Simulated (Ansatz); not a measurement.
Ansatz (a first-principles code) input:

Ansatz 0.2 input:
```yaml
crystal:
  lattice:
    - [3.1722197685, 0.0, 0.0]
    - [-1.5861098842, 2.7472229059, 0.0]
    - [0.0, 0.0, 6.8685703903]
  atoms:
    - { symbol: Mo, position: [0.0, 0.0, 0.0] }
    - { symbol: S, position: [0.3333333333, 0.6666666667, 0.2262940668] }
    - { symbol: S, position: [0.3333333333, 0.6666666667, 0.7737059332] }
kpoints:
  mp_grid: { grid: [9, 9, 4] }
hamiltonian:
  xc: r2scan
  dispersion: d4
  pseudopotentials: { kind: paw }
scf:
  occupations: { method: fixed }
output:
  optics: { e_range: [0.0, 15.0], de: 0.05, sigma: 0.1, bands: { spectra_wanted_up_to: 12 eV } }
```

Output (shortened):

```
output.optics: the spectra are integrated over the Brillouin zone by k·p interpolation around the k-points, where levels, occupations, output.optics.sigma and …
Pseudopotentials: kind: paw
Pseudopotential: Mo, paw, valence charge 14
Pseudopotential: S, paw, valence charge 6
Functional definition: r2SCAN
Crystal: 3 atoms, lattice volume = 59.858 Å³
Basis set: ecut = 500 eV, 1531 PW (Γ), exchange–correlation on 96×96×216 points (64 copies of the dense FFT grid, shifted against one another)
Bands: 17, of which v1, the nominal top of the filled ones, is band 13 counted from 1 (12 counted from 0)
Symmetry: 12 space group operations
Space group: P-6m2 (ITA 187), of the structure as read, at distance tolerance 3.9e-5 Å
k-points: 36 of 324 (time reversal used)
PAW frozen core: Mo, regenerated for the run's functional
PAW frozen core: S, regenerated for the run's functional
Initial wavefunctions: pseudopotential atomic-orbital guess
Eigensolver: davidson
Functional: x = r2scan, c = r2scan; τ floored in thin density (d = 2e-4 eV/Å³)
SCF iter   1: F=—  HF=-6782.498334 eV  |F-HF|=—  |Δ(HF+E_count)|=         —  Δρ=9.07e-3  dr2=4.77e-2  dr2_τ=5.09e-2  ethr=1.77e-3  ⟨swp⟩=5.1  Hψ=2897  notcnv=0  defer=51
all-band conjugate gradients solve this SCF's bands
preconditioner: auto → none
SCF iter   2: F=—  HF=-6782.565351 eV  |F-HF|=—  |Δ(HF+E_count)|=   6.70e-2  Δρ=9.78e-3  dr2=1.57e-1  dr2_τ=1.06e-2  ethr=1.83e-4  ⟨swp⟩=2.9  Hψ=1429  notcnv=0  defer=71  recentre
SCF iter   3: F=—  HF=-6782.543017 eV  |F-HF|=—  |Δ(HF+E_count)|=   2.23e-2  Δρ=5.60e-3  dr2=1.23e-2  dr2_τ=4.83e-4  ethr=1.83e-4  ⟨swp⟩=2.6  Hψ=969  notcnv=0  defer=71
SCF iter   4: F=—  HF=-6782.545510 eV  |F-HF|=—  |Δ(HF+E_count)|=   2.49e-3  Δρ=2.06e-3  dr2=6.90e-4  dr2_τ=8.02e-5  ethr=4.74e-5  ⟨swp⟩=2.8  Hψ=1074  notcnv=0  defer=72
SCF iter   5: F=—  HF=-6782.546500 eV  |F-HF|=—  |Δ(HF+E_count)|=   9.90e-4  Δρ=2.97e-4  dr2=1.36e-5  dr2_τ=3.30e-6  ethr=2.65e-6  ⟨swp⟩=2.2  Hψ=1125  notcnv=0  defer=72
SCF iter   6: F=—  HF=-6782.546530 eV  |F-HF|=—  |Δ(HF+E_count)|=   2.99e-5  Δρ=9.41e-5  dr2=2.15e-6  dr2_τ=1.75e-7  ethr=5.24e-8  ⟨swp⟩=2.7  Hψ=1082  notcnv=0  defer=47
SCF iter   7: F=—  HF=-6782.546531 eV  |F-HF|=—  |Δ(HF+E_count)|=   1.55e-6  Δρ=1.47e-5  dr2=9.92e-8  dr2_τ=1.35e-8  ethr=8.27e-9  ⟨swp⟩=2.0  Hψ=1046  notcnv=0  defer=27
SCF iter   8: F=—  HF=-6782.546531 eV  |F-HF|=—  |Δ(HF+E_count)|=   6.64e-8  Δρ=5.28e-6  dr2=1.24e-8  dr2_τ=1.13e-9  ethr=3.82e-10  ⟨swp⟩=2.0  Hψ=934  notcnv=0  defer=28
SCF iter  11: F=-6782.546531 eV  HF=-6782.546531 eV  |F-HF|=0.00e0  |Δ(HF+E_count)|=  2.10e-10  Δρ=3.51e-8  dr2=1.34e-12  dr2_τ=7.86e-14  ethr=1.00e-12  ⟨swp⟩=4.9  Hψ=2869  notcnv=0
SCF 1 converged in 11 iterations: F = -6782.546531 eV  dr2 = 1.34e-12
NSCF: frozen V_eff on 36 k-points
Optics k sum: 0 of 36 k-points
Optics k sum: 2 of 36 k-points
Optics k sum: 4 of 36 k-points
Optics k sum: 6 of 36 k-points
Optics k sum: 8 of 36 k-points
Optics k sum: 9 of 36 k-points
Optics k sum: 11 of 36 k-points
Optics k sum: 13 of 36 k-points
Optics k sum: 15 of 36 k-points
Optics k sum: 17 of 36 k-points
Optics k sum: 18 of 36 k-points
Optics k sum: 20 of 36 k-points
Optics k sum: 22 of 36 k-points
Optics k sum: 24 of 36 k-points
Optics k sum: 26 of 36 k-points
Optics k sum: 27 of 36 k-points
Optics k sum: 29 of 36 k-points
Optics k sum: 31 of 36 k-points
Optics k sum: 33 of 36 k-points
Optics k sum: 35 of 36 k-points
Optics k sum: 36 of 36 k-points
Optics k sum: 0 of 36 k-points
Optics k sum: 2 of 36 k-points
Optics k sum: 4 of 36 k-points
Optics k sum: 6 of 36 k-points
Optics k sum: 8 of 36 k-points
Optics k sum: 9 of 36 k-points
Optics k sum: 11 of 36 k-points
Optics k sum: 13 of 36 k-points
Optics k sum: 15 of 36 k-points
Optics k sum: 17 of 36 k-points
Optics k sum: 18 of 36 k-points
Optics k sum: 20 of 36 k-points
Optics k sum: 22 of 36 k-points
Optics k sum: 24 of 36 k-points
Optics k sum: 26 of 36 k-points
Optics k sum: 27 of 36 k-points
Optics k sum: 29 of 36 k-points
Optics k sum: 31 of 36 k-points
Optics k sum: 33 of 36 k-points
Optics k sum: 35 of 36 k-points
Optics k sum: 36 of 36 k-points
NSCF: frozen V_eff on 1 k-points
NSCF: frozen V_eff on 1 k-points
output.optics: what the bands over the 31 summed would add to eps1, eps2 and the energy-loss function is held between a lower and an upper bound (8 Lanczos …
SCF converged after 11 iterations
Free energy (F): -6782.546531 eV
Harris-Foulkes:  -6782.546531 eV  (|F-HF|=0.00e0)
Internal energy: -6782.546531 eV  (E = F + TS)
E sigma→0 (E₀):  -6782.546531 eV
Fermi energy:    8.809750 eV
--- Per-component energies (eV) ---
  E_band       = -219.717191
  E_kinetic    = 654.771701
  E_local      = -2496.011808  (includes V_loc(G=0)·N_el)
  E_nonlocal   = 198.448761
  E_hartree    = 998.696468
  E_xc         = -362.553594
  E_vxc        = -446.015589  (∫ρ·V_xc dr)
  E_paw        = -4435.840446  (= ΣΔE_a)
  E_vpaw       = -154.150397  (= ΣTr[D̂ρ^β])
  E_aug_tail   = 0.000009  (compensation charges beyond the density's cutoff)
  E_vtau       = 25.847152  (kinetic-family band-sum trace: ∫τ·v_τ [+ j·A + Jᵃ·Aᵃ] dr)
  E_ewald      = -1339.197319
  E_disp       = -0.419566  (pairwise vdW)
  E_core_change = -0.440737  (= ΣΔE_core)
  E_smearing   =  0.000000  (= −TS)
  E_closure    = 0.000000  (closes the sum)
  Σ components = -6782.546531   (vs F -6782.546531, Δ=0.00e0)
  [band-id]    e_kinetic+e_local+e_nonlocal+2·e_hartree+e_vxc+e_vpaw+e_augmentation_tail+e_vtau = -219.717235   (vs E_band -219.717191, Δ=-4.39e-5)
--- Band table (eV; the first three rows and the last of 36) ---
  k-point 0: bands = ["-54.4303", "-27.8356", "-27.6113", "-27.6113", "-6.4745", "-4.9737", "2.2810", "5.5885", "5.5885", "6.7573", "6.7573", "7.1082", "8.0728", "11.3803", "11.3803", "11.5844", "11.5844"]
  k-point 1: bands = ["-54.4303", "-27.8356", "-27.6112", "-27.6112", "-6.4423", "-5.0321", "2.4734", "5.5913", "5.5913", "6.4384", "6.7518", "6.7518", "8.5422", "11.3569", "11.3569", "11.6166", "11.6166"]
  k-point 2: bands = ["-54.4303", "-27.8356", "-27.6112", "-27.6112", "-6.4076", "-5.0925", "2.6963", "5.5941", "5.5941", "5.9386", "6.7462", "6.7462", "8.8098", "11.3381", "11.3381", "11.6442", "11.6442"]
  k-point 35: bands = ["-54.3817", "-27.9214", "-27.8728", "-27.7389", "-4.1610", "-4.1519", "2.6809", "3.5943", "4.1640", "4.8362", "5.2937", "5.8269", "8.3849", "10.1696", "11.4613", "12.3852", "13.4835"]
  band table: 17 of 17 bands, residual norms ≤ 1.0e-3 eV
```

Cost: about 70 core-seconds (a rough figure) on shared cores.

The first step of the workflow began from a Materials Project structure, measured or hypothetical; the Crystallography Open Database copy checked does not list it. It is not the phase usual at ambient conditions (space group No. 160, 194). The cell keeps a stress of up to 0.2 GPa. Symmetry was held in the r²SCAN+D4 relaxation. At this level the phase is mechanically unstable. No spin polarisation was allowed. Spin–orbit coupling is left out wherever it is not named.

Potentials: the later of the program's two PAW sets.

Ansatz is a plane-wave DFT program.
